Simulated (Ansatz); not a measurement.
Ansatz input

```yaml
crystal:
  lattice:
    - [0.0, 3.2348718908, 3.2348718908]
    - [3.2348718908, 0.0, 3.2348718908]
    - [3.2348718908, 3.2348718908, 0.0]
  atoms:
    - { symbol: Hf, position: [0.125, 0.125, 0.125] }
    - { symbol: Hf, position: [0.875, 0.875, 0.875] }
hamiltonian:
  xc: r2scan
  pseudopotentials:
    kind: paw
    azcp:
      Hf: "pseudopotentials/Hf.paw.azcp"
basis:
  ecutwfc: 500
  fft_grid_basis: typed
kpoints:
  mp_grid: { grid: [14, 14, 14], shift: [0, 0, 0] }
magnetization:
  spin_polarized: false
scf:
  occupations: { method: fermi_dirac, width: 0.1 }
output:
  write_density: true
  write_potential: true
  elf: true
  volumetric_format: npy
```

and its output:

```
Engine: ansatz 0.2.0, x86_64-unknown-linux-gnu
Pseudopotentials: kind: paw
Pseudopotential: Hf, paw, valence charge 26, recommended cutoff 500 eV (meta_gga) 
Functional definition: r2SCAN
  parameter k0 = 0.174
  parameter k1 = 0.065
  parameter a1 = 4.9479
  exchange = r2scan_x(k0 = k0, k1 = k1, a1 = a1)
  correlation = r2scan_c
Crystal: 2 atoms, lattice volume = 67.702 Å³
Basis set: ecut = 500 eV, 1759 PW (Γ), exchange–correlation on 144×144×144 points (64 copies of the dense FFT grid, shifted against one another)
Bands: 32, of which v1, the nominal top of the filled ones, is band 26 counted from 1 (25 counted from 0)
Symmetry: 48 space group operations
Space group: Fd-3m (ITA 227), of the structure as read, at distance tolerance 4.1e-5 Å
k-points: 104 of 2744
Non-local potential: Hf, projectors of the file, l = 0: 3, l = 1: 2, l = 2: 2, l = 3: 3
PAW form: soft (Blöchl's): semilocal exchange-correlation on the pseudo side does not see the compensation charge
PAW frozen core: Hf, regenerated for the run's functional (the file was generated under x = pbe(κ = 0.804, μ = 0.2195149727645171), c = pbe(β = 0.06672455060314922))
PAW one-centre angular grid: Hf, 974 points (default); XC on 160 Gauss nodes
Initial density: superposition of atomic densities (neutral atoms: chi_scale 0, normalization atom), corrected by the library's trained network
Initial wavefunctions: pseudopotential atomic-orbital guess
Functional: x = r2scan, c = r2scan; τ floored in thin density (d = 2e-4 eV/Å³)
SCF iter   1: F=—  HF=-31460.245745 eV  |F-HF|=—  |Δ(HF+E_count)|=         —  Δρ=5.97e-3  dr2=1.54e-2  dr2_τ=1.06e-2  ethr=1.77e-3  ⟨swp⟩=3.9  Hψ=10676  notcnv=0
SCF iter   2: F=—  HF=-31460.306392 eV  |F-HF|=—  |Δ(HF+E_count)|=   6.06e-2  Δρ=8.43e-3  dr2=4.49e-2  dr2_τ=7.44e-3  ethr=2.97e-5  ⟨swp⟩=3.9  Hψ=11219  notcnv=0
SCF iter   3: F=—  HF=-31460.235175 eV  |F-HF|=—  |Δ(HF+E_count)|=   7.12e-2  Δρ=1.67e-3  dr2=2.20e-3  dr2_τ=7.82e-5  ethr=2.97e-5  ⟨swp⟩=3.0  Hψ=8099  notcnv=0
SCF iter   4: F=—  HF=-31460.236329 eV  |F-HF|=—  |Δ(HF+E_count)|=   1.15e-3  Δρ=7.15e-4  dr2=2.56e-4  dr2_τ=1.51e-5  ethr=4.23e-6  ⟨swp⟩=2.1  Hψ=5628  notcnv=0
SCF iter   5: F=—  HF=-31460.236504 eV  |F-HF|=—  |Δ(HF+E_count)|=   1.75e-4  Δρ=1.63e-4  dr2=5.47e-6  dr2_τ=6.93e-7  ethr=4.93e-7  ⟨swp⟩=2.0  Hψ=6078  notcnv=0
SCF iter   6: F=—  HF=-31460.236537 eV  |F-HF|=—  |Δ(HF+E_count)|=   3.32e-5  Δρ=6.49e-5  dr2=1.28e-6  dr2_τ=1.40e-7  ethr=1.05e-8  ⟨swp⟩=2.0  Hψ=6261  notcnv=0
SCF iter   7: F=—  HF=-31460.236541 eV  |F-HF|=—  |Δ(HF+E_count)|=   4.12e-6  Δρ=1.64e-5  dr2=1.14e-7  dr2_τ=8.68e-9  ethr=2.46e-9  ⟨swp⟩=2.0  Hψ=6262  notcnv=0
SCF iter   8: F=-31460.236542 eV  HF=-31460.236542 eV  |F-HF|=4.44e-9  |Δ(HF+E_count)|=   2.98e-7  Δρ=3.82e-6  dr2=7.14e-9  dr2_τ=5.77e-10  ethr=1.92e-10  ⟨swp⟩=4.0  Hψ=11202  notcnv=0
SCF 1 converged in 8 iterations: F = -31460.236542 eV  dr2 = 7.14e-9
SCF converged after 8 iterations
Free energy (F): -31460.236542 eV
Harris-Foulkes:  -31460.236542 eV  (|F-HF|=4.44e-9)
Internal energy: -31460.079193 eV  (E = F + TS)
E sigma→0 (E₀):  -31460.157867 eV
Entropy (-TS):   -0.157349 eV (-78.674 meV/atom)
Fermi energy:    11.568527 eV
--- Per-component energies (eV) ---
  E_band       = -386.610351
  E_kinetic    = 853.260004
  E_local      = -13458.976593  (includes V_loc(G=0)·N_el)
  E_nonlocal   = -2497.076409
  E_hartree    = 6217.195676
  E_xc         = -564.679078
  E_vxc        = -585.282686  (∫ρ·V_xc dr)
  E_paw        = -13905.649467  (= ΣΔE_a)
  E_vpaw       = 2836.927988  (= ΣTr[D̂ρ^β])
  E_aug_tail   = -0.000002  (compensation charges beyond the density's cutoff)
  E_vtau       = 30.134954  (kinetic-family band-sum trace: ∫τ·v_τ [+ j·A + Jᵃ·Aᵃ] dr)
  E_ewald      = -8104.796367
  E_core_change = 0.643044  (= ΣΔE_core)
  E_smearing   = -0.157349  (= −TS)
  E_closure    = -0.000000  (closes the sum)
  Σ components = -31460.236542   (vs F -31460.236542, Δ=0.00e0)
--- Band table (eV; the first three rows and the last of 104) ---
  k-point 0: bands = ["-52.2559", "-52.0541", "-20.5565", "-20.5565", "-20.5565", "-19.8886", "-19.8886", "-19.8886", "-0.6979", "-0.6592", "-0.6592", "-0.6592", "-0.6350", "-0.6350", "-0.6350", "-0.5902", "-0.5902", "-0.5902", "-0.5710", "-0.5710", "-0.5710", "-0.5593", "6.1093", "11.1855", "11.1855", "11.6904", "11.6904", "11.6904", "13.7791", "13.7791", "13.7791", "17.6414"]
  k-point 1: bands = ["-52.2540", "-52.0560", "-20.5604", "-20.5604", "-20.5559", "-19.8899", "-19.8844", "-19.8844", "-0.6970", "-0.6593", "-0.6593", "-0.6591", "-0.6353", "-0.6339", "-0.6339", "-0.5913", "-0.5913", "-0.5903", "-0.5712", "-0.5712", "-0.5711", "-0.5599", "6.1845", "11.1231", "11.1231", "11.6743", "11.7926", "11.7926", "13.6144", "13.7682", "13.7682", "17.6218"]
  k-point 2: bands = ["-52.2486", "-52.0616", "-20.5713", "-20.5713", "-20.5543", "-19.8935", "-19.8730", "-19.8730", "-0.6946", "-0.6592", "-0.6592", "-0.6589", "-0.6360", "-0.6312", "-0.6312", "-0.5944", "-0.5944", "-0.5908", "-0.5720", "-0.5720", "-0.5712", "-0.5615", "6.4059", "11.0281", "11.0281", "11.6339", "11.9854", "11.9854", "13.1783", "13.7590", "13.7590", "17.5588"]
  k-point 103: bands = ["-52.1555", "-52.1555", "-20.7043", "-20.7043", "-20.2306", "-20.2306", "-19.7370", "-19.7370", "-0.6652", "-0.6652", "-0.6450", "-0.6450", "-0.6359", "-0.6359", "-0.6153", "-0.6153", "-0.6011", "-0.6011", "-0.5873", "-0.5873", "-0.5733", "-0.5733", "10.1558", "10.1558", "10.3621", "10.3621", "12.4591", "12.4591", "12.8457", "12.8457", "15.9386", "15.9386"]
```

Command:

```sh
ansatz run input.yaml --threads 1 --pin off --max-ram 3584MiB --backend cpu --events-out ev --progress --plain --runs-dir out
```

On 1 thread of Intel(R) Xeon(R) Platinum 8259CL CPU @ 2.50GHz (Skylake/Cascade Lake) (shared host) this took about 40 s of wall time and 40 s of CPU time.
